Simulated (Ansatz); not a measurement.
A distorted cell of MoSi2 (MoSi2 type, space group I4/mmm):

```yaml
crystal:
  lattice:
    - [-3.21692, 3.21692, 7.87303]
    - [0.00000, 0.00000, 7.87303]
    - [1.60846, 1.60846, -3.93652]
  atoms:
    - { symbol: Mo, position: [0.00000, 0.99304, 0.98608] }
    - { symbol: Mo, position: [0.50000, 0.00696, 0.01392] }
    - { symbol: Si, position: [0.00000, 0.32779, 0.98535] }
    - { symbol: Si, position: [0.50000, 0.34244, 0.01465] }
    - { symbol: Si, position: [0.00000, 0.65756, 0.98535] }
    - { symbol: Si, position: [0.50000, 0.67221, 0.01465] }
```

These are PBE (plane waves to 420 eV, PAW, scalar-relativistic; Ansatz, an electronic-structure program) values and carry that method's errors. k mesh 20×20×20 (Γ-centred), Fermi-Dirac smearing 0.05 eV. Compression counts positive. With partly filled bands, energies and forces of such displacements shift with the k mesh and the smearing. MoSi2 is run without spin polarisation. MoSi2 was relaxed with its symmetry unable to fall.

Q: Predict the force on every atom, in eV/Å.

A: 
| atom | Fx | Fy | Fz |
|---|---|---|---|
| Mo1 | 0.311 | 0.311 | 0.000 |
| Mo2 | -0.311 | -0.311 | 0.000 |
| Si3 | 0.096 | 0.096 | -0.009 |
| Si4 | -0.096 | -0.096 | -0.009 |
| Si5 | 0.096 | 0.096 | 0.009 |
| Si6 | -0.096 | -0.096 | 0.009 |

(A displaced cell: forces are minus the slopes of the energy, force constants its curvatures, and phonons follow from these.)
